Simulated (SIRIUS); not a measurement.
Set-up for a self-consistent single point of InP (F-43m, 2 atoms in the cell; from Materials Project mp-20351, changed as shown).

```
InP
1.0
    0.00000     2.96178     2.96178
    2.96178     0.00000     2.96178
    2.96178     2.96178     0.00000
In P
1 1
Direct
  0.00000   0.00000   0.00000
  0.25000   0.25000   0.25000
```

Level of theory: PBE, PseudoDojo 0.5 standard norm-conserving PBE (tails mended) pseudopotentials (plane waves; SIRIUS).

SIRIUS settings:

- parameters.ngridk: 8 8 8
- parameters.xc_functionals: [XC_GGA_X_PBE, XC_GGA_C_PBE]
- parameters.gk_cutoff: 8.367 1/bohr
- parameters.pw_cutoff: 16.734 1/bohr
- parameters.smearing: fermi_dirac
- parameters.smearing_width: 0.000367493 Ha
- potentials: PseudoDojo 0.5 standard norm-conserving PBE (tails mended) pseudopotentials
- parameters.electronic_structure_method: pseudopotential
- parameters.num_bands: 13
- parameters.num_mag_dims: 0
- parameters.num_dft_iter: 100
- parameters.energy_tol: 1e-07 Ha
- parameters.density_tol: 1e-06
- mixer.type: anderson
- mixer.beta: 0.3
- mixer.use_hartree: true

Results:

```
Quantity                                                  Value
------------------------------------------------  -------------
Number of valence electrons                                  18
Number of bands                                              13
Number of k-points after the program's reduction             29
Number of plane waves (most at a k-point)                  3501
Number of SCF iterations                                     15
FFT grid                                           45 × 45 × 45
Free energy E − TS                                -1997.1663 eV
Gap on the k-point mesh                                 0.54 eV
Pressure                                               1.18 GPa
```

Stress (GPa, positive for compression):
```
1.18  0.00  0.00
0.00  1.18  0.00
0.00  0.00  1.18
```

Gaps are taken between levels on the mesh.

For comparison: a first run was changed to give this one (volume scaled by 1.01), and from it to this one the free energy goes down by 2.4 meV/atom, the pressure goes from 1.84 to 1.18 GPa and the gap on the mesh goes from 0.591 to 0.536 eV.

The structure comes from a collection of computed structures, made at another level of theory; the collection holds predicted forms beside known ones.

Cost on one core: about 40 core-seconds (a rough figure).

“Tails mended”: in these copies of the files the far tail of each local potential was reset to the Coulomb form.
